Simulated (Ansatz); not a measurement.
## Relaxing carbon (diamond)

Theory: Ansatz 0.2.0, DFT, LDA (PW92), plane waves (420 eV) with PAW, scalar-relativistic. The PAW files were generated under PBE, with cores re-solved for the functional.

k-point mesh 8×8×8, Fermi-Dirac smearing 0.05 eV, no spin polarisation. Cell and atoms relax.

Starting structure:

```
C
1.0
     0.00000    1.78340    1.78340
     1.78340    0.00000    1.78340
     1.78340    1.78340    0.00000
C
2
Direct
  0.50000 0.50000 0.50000
  0.75000 0.75000 0.75000
```

**Question.** What cell does the relaxation end in?

**Answer.** Fd-3m with a = 3.532 Å; 5.51 Å³ per atom against 5.67 at the start (-2.9 %).

**Question.** How much energy does the relaxation gain?

**Answer.** 7.1 meV per atom.

Path of the relaxation (the plane waves are chosen anew near the end, which can shift the energy a little):

```json
{"step": "0", "E − E(final) (meV/atom)": "7.07", "V (Å³/atom)": "5.672", "P (GPa)": "-13.10", "max force (eV/Å)": "0.000"}
{"step": "1", "E − E(final) (meV/atom)": "0.43", "V (Å³/atom)": "5.571", "P (GPa)": "-5.07", "max force (eV/Å)": "0.000"}
{"step": "2", "E − E(final) (meV/atom)": "-1.06", "V (Å³/atom)": "5.509", "P (GPa)": "0.19", "max force (eV/Å)": "0.000"}
{"step": "3", "E − E(final) (meV/atom)": "-1.04", "V (Å³/atom)": "5.511", "P (GPa)": "0.00", "max force (eV/Å)": "0.000"}
{"step": "4", "E − E(final) (meV/atom)": "0.04", "V (Å³/atom)": "5.511", "P (GPa)": "-0.35", "max force (eV/Å)": "0.000"}
{"step": "5", "E − E(final) (meV/atom)": "0.00", "V (Å³/atom)": "5.507", "P (GPa)": "0.00", "max force (eV/Å)": "0.000"}
{"step": "6", "E − E(final) (meV/atom)": "0.00", "V (Å³/atom)": "5.507", "P (GPa)": "-0.01", "max force (eV/Å)": "0.000"}
```
